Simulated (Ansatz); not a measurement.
PbS (NiAs type, P6_3/mmc) at seven volumes, r²SCAN (plane waves, PAW; program Ansatz), shape and atoms relaxed at each. One row is withheld.

```
V (Å³/atom)  P (GPa)
-----------  -------
24.564          6.28
25.374          3.86
26.184             ?
26.994         -0.01
27.803         -1.54
28.613         -2.86
29.423         -3.99
```

Task: Fit the shown pressures and predict the withheld one.

Result: P = (3/2)B₀(x^(7/2) − x^(5/2))[1 + (3/4)(B′ − 4)(x − 1)] with x = (V₀/V)^(2/3). Least squares on the six rows gives V₀ = 26.990 Å³/atom, B₀ = 55.1 GPa, B′ = 4.06. At V = 26.184, x = 1.0204 and P = 1.78 GPa. The run itself gave 1.78 GPa.

The workflow started from a Materials Project entry (that database holds measured and hypothetical structures alike); the Crystallography Open Database copy checked does not list it. It is not the phase usual at ambient conditions (space group No. 225). The cell was relaxed with r²SCAN under the symmetry of its start; whether a distortion lowers the energy is not shown. Spin–orbit coupling is left out wherever it is not named.

Potentials: the later of the program's two PAW sets.
